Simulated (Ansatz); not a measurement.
All numbers below come from DFT PBE, scalar-relativistic, plane waves, PAW in Ansatz. Settings of the last relaxation (8-atom cell): 420 eV, 8×8×8 k points, Gaussian smearing of 0.10 eV, collinear spin.

Energies over the elements count from the elements' standard structures at the same level (O₂ as a molecule), with no fitted energy shifts.

Question: Find a candidate cubic metal made of Ca, Li and O, with a formation energy near −1.42 eV/atom, a density near 2.34 g/cm³ and a net moment near 0.4 μB per atom, in a cell of 8 atoms.

Answer: Li3CaO4, space group Pm-3m (No. 221). Li has 6 O at 2.23 Å, 4 Ca at 3.15 Å and 8 Li at 3.15 Å; Ca has 6 O at 2.23 Å and 12 Li at 3.15 Å; O on a site of symmetry m-3m has 6 Li at 2.23 Å; around O on a site of symmetry 4/mmm lie 2 Ca at 2.23 Å and 4 Li at 2.23 Å.

```cif
data_structure
_symmetry_space_group_name_H-M 'Pm-3m'
_symmetry_Int_Tables_number 221
_cell_length_a 4.4586
_cell_length_b 4.4586
_cell_length_c 4.4586
_cell_angle_alpha 90.000
_cell_angle_beta 90.000
_cell_angle_gamma 90.000
_cell_volume 88.63
loop_
_atom_site_label
_atom_site_type_symbol
_atom_site_symmetry_multiplicity
_atom_site_Wyckoff_symbol
_atom_site_fract_x
_atom_site_fract_y
_atom_site_fract_z
_atom_site_occupancy
Li1 Li 3 c 0.50000 0.50000 0.00000 1
Ca1 Ca 1 a 0.00000 0.00000 0.00000 1
O1 O 1 b 0.50000 0.50000 0.50000 1
O2 O 3 d 0.00000 0.00000 0.50000 1
```

| Item | Value |
| --- | --- |
| Volume per atom | 11.08 Å³ |
| Density | 2.34 g/cm³ |
| Formation energy | −1.42 eV/atom |
| Gap on the 8×8×8 mesh of the 8-atom cell | 0 eV (a metal) |
| Net moment per atom | 0.37 μB |
| Moment by site | O 0.9, 0.6 (×3) μB |

The cell was found from a structure generator's guess, not taken from experiment. Other answers may fit too; this one was computed.

The magnetic state reached may not be the lowest. Symmetry constrained the relaxation, so the result can be a saddle point. Site moments count only spheres around the atoms; the net moment includes the space between them.
